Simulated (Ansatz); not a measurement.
BeTe:
```xyz
2
Lattice="0.0000 2.8319 2.8319 2.8319 0.0000 2.8319 2.8319 2.8319 0.0000" Properties=species:S:1:pos:R:3 pbc="T T T"
Te     4.2479     4.2479     4.2479
Be     0.0000     0.0000     0.0000
```

Relaxed with PBE.

Question: Tabulate the valence density and the electron localisation function along the shortest Te–Be contact (2.45 Å), the program Ansatz at the PBE level (PAW).

Answer: 

```tsv
distance from Te (Å)	density (e/Å³)	ELF
0.25	13.98	0.01
0.37	10.38	0.02
0.49	6.68	0.09
0.61	3.65	0.24
0.74	1.77	0.40
0.86	0.98	0.51
0.98	0.73	0.61
1.10	0.60	0.72
1.23	0.49	0.83
1.35	0.42	0.88
1.47	0.37	0.90
1.59	0.33	0.87
1.72	0.30	0.79
1.84	0.26	0.55
1.96	0.22	0.21
2.08	0.16	0.04
2.21	0.10	0.00
```

The density is the valence pseudo-density with augmentation charge, so density and ELF within about 1 Å of a nucleus are not all-electron values.

Space group F-43m (zinc blende). The PBE relaxation kept the symmetry of its start; of distortions, only those at the zone centre were tested. Spin–orbit coupling is left out wherever it is not named.

Potentials: the later of the program's two PAW sets.
